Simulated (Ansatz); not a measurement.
# YIn3 squeezed and stretched

A database entry relaxed whole under r2SCAN (Pm-3m):

```
Y In
1.0
     4.61980    0.00000    0.00000
     0.00000    4.61980    0.00000
     0.00000    0.00000    4.61980
Y In
1 3
Direct
  0.00000 0.00000 0.00000
  0.00000 0.50000 0.50000
  0.50000 0.00000 0.50000
  0.50000 0.50000 0.00000
```

The cell was scaled uniformly, its shape held, and the atoms relaxed at each volume with plane-wave PAW DFT (Ansatz 0.2.0; r2SCAN, 500 eV, 7×7×7 Γ-centred mesh, fermi-dirac occupations of width 0.100 eV; no spin, no spin-orbit coupling). One row is withheld.

```tsv
volume (Å³/atom)	energy over the lowest (meV/atom)	pressure (GPa)
23.171	18.4	4.17
23.664	8.0	2.63
24.157	2.0	1.24
24.650	0.0	-0.01
25.142	1.6	-1.13
25.635	?	?
26.128	14.4	-3.06
```

Fit the pressures of the other rows to the third-order Birch-Murnaghan form.

With f = [(V₀/V)^(2/3) − 1]/2 and P = 3B₀f(1 + 2f)^(5/2)[1 + 3(B₀′ − 4)f/2], least squares gives V₀ = 24.65 Å³ an atom, B₀ = 59.2 GPa and B₀′ = 4.2; the rows miss the fit by less than 0.01 GPa. The slope of the energies differs from these pressures by 0.05 GPa, since they are taken to zero smearing while pressures follow the free energy.

What does the withheld row hold?

The fit gives -2.14 GPa at 25.635 Å³; the run gave -2.14 GPa and 6.5 meV an atom.

Caveats: the shape of the cell was held; 0 K, fixed nuclei; the symmetry was kept, and this need not be the phase that is stable at 0 K; one mesh for all volumes; pressure is positive in compression.
